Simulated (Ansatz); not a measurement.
Relaxing a structure of AlRu

The start is a generated trial cell of AlRu in the AFLOW prototype AB_cI16_199_a_a (B_a). The structure is fully relaxed (lattice and positions, P = 0) with PBEsol (plane waves to 420 eV, PAW, scalar-relativistic; Ansatz, a first-principles code). The first steps use a coarse 8×8×8 k-mesh.

Initial structure:
```
AlRu
1.0
   -2.92068     2.92068     2.92068
    2.92068    -2.92068     2.92068
    2.92068     2.92068    -2.92068
Ru Al
4 4
Cartesian
  2.66366   2.66366   2.66366
  0.25702   3.17770  -0.25702
  3.17770  -0.25702   0.25702
 -0.25702   0.25702   3.17770
  1.25764   1.25764   1.25764
 -1.25764   1.66304   1.25764
  1.66304   1.25764  -1.25764
  1.25764  -1.25764   1.66304
```

Problem. How large is the pressure on the unrelaxed cell, and of which sign?

Solution. +31.1 GPa (positive: the cell is compressed).

Problem. Does the structure survive the relaxation? Give the final space group.

Solution. The space group goes from I2₁3 (No. 199) to Pm-3m (No. 221); the end is CsCl type, with 2 atoms in the primitive cell.

Problem. By how much does the energy per atom fall from start to end?

Solution. 0.50 eV/atom.

Problem. How does the volume per atom move from start to end?

Solution. +5.8 %, from 12.46 to 13.18 Å³/atom.

Problem. How do the shortest distances between atoms change?

Solution. The closest pairs of elements (up to four, under 3.6 Å), start → end: Al–Ru 2.44 → 2.58 Å; Ru–Ru 2.46 → 2.98 Å; Al–Al 2.55 → 2.98 Å.

Problem. What band gap does the relaxed structure have at this level?

Solution. Zero (metallic).

Final values are on a 16×16×16 k-mesh of the relaxed cell. No spin polarisation in the result.

The run could not lose the symmetry of its start; a randomly shaken copy of 4 atoms returns to this structure.
